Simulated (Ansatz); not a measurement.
Theory: DFT PBE, scalar-relativistic, plane waves, PAW in Ansatz 0.2.0. Cutoff 420 eV, Γ-centred meshes of about 0.25 Å⁻¹ or finer for metals and 0.3 Å⁻¹ for insulators (2π included), Gaussian smearing. No spin polarisation.

These are static total energies at zero pressure.

Two forms of Zr4Ag were relaxed alike.

A.

```yaml
crystal:
  lattice:
    - [-2.71582, 2.71582, 4.17098]
    - [2.71582, -2.71582, 4.17098]
    - [2.71582, 2.71582, -4.17098]
  atoms:
    - { symbol: Zr, position: [0.50000, 0.00000, 0.50000] }
    - { symbol: Zr, position: [0.00000, 0.50000, 0.50000] }
    - { symbol: Zr, position: [0.17812, 0.17812, 0.00000] }
    - { symbol: Zr, position: [0.82188, 0.82188, 0.00000] }
    - { symbol: Ag, position: [0.50000, 0.50000, 0.00000] }
```

B.

```yaml
crystal:
  lattice:
    - [-3.85127, 3.85127, 1.95031]
    - [3.85127, -3.85127, 1.95031]
    - [3.85127, 3.85127, -1.95031]
  atoms:
    - { symbol: Zr, position: [0.50000, 0.78758, 0.28758] }
    - { symbol: Zr, position: [0.50000, 0.21242, 0.71242] }
    - { symbol: Zr, position: [0.78758, 0.50000, 0.28758] }
    - { symbol: Zr, position: [0.21242, 0.50000, 0.71242] }
    - { symbol: Ag, position: [0.00000, 0.00000, 0.00000] }
```

Task: Which is lower in energy, and by how much?

Result: B is lower, by 0.32 eV/atom. A has space group I4/mmm (No. 139), 24.6 Å³/atom and no gap on its mesh; B has space group I4/mmm (No. 139), 23.1 Å³/atom and no gap. Counting all near atoms (those within 1.25 times the shortest distance at each site; a plus sign parts nearer from farther groups; a slash parts the counts of unlike sites), A has Zr 1+5/2+4, Ag 6 and B has Zr 9, Ag 8. The denser one is the lower, and pressure would at first widen the difference. Even the lower one lies +0.23 eV/atom against the reference forms of the elements (uncorrected), so neither is stable at this level. In A, Zr on a site of symmetry mmm has 2 Ag at 2.72 Å, 4 Zr at 3.10 Å and 8 Zr at 3.82–3.84 Å; around Zr on a site of symmetry 4mm lie 1 Ag at 2.69 Å, 5 Zr at 2.97–3.10 Å, 4 Zr at 3.82 Å and 4 Zr at 4.02 Å; Ag is surrounded by 6 Zr at 2.69–2.72 Å. In B, Zr is surrounded by 2 Ag at 2.95 Å and 7 Zr at 3.03–3.27 Å; Ag is surrounded by 8 Zr at 2.95 Å. Both come from trial cells of a structure search, whose lowest cell (I4/m, 21.9 Å³/atom) lies 234 meV/atom below the lower of the two.

Trial moments fell under 0.15 μB along the way in I4/mmm; another start might hold them. With atoms moved at random, B (by 234 meV/atom) fell into a lower structure. A had no clear such test and can be a saddle point. Some structure types and database cells were kept out of the candidates from the start, so a known form may be missing.
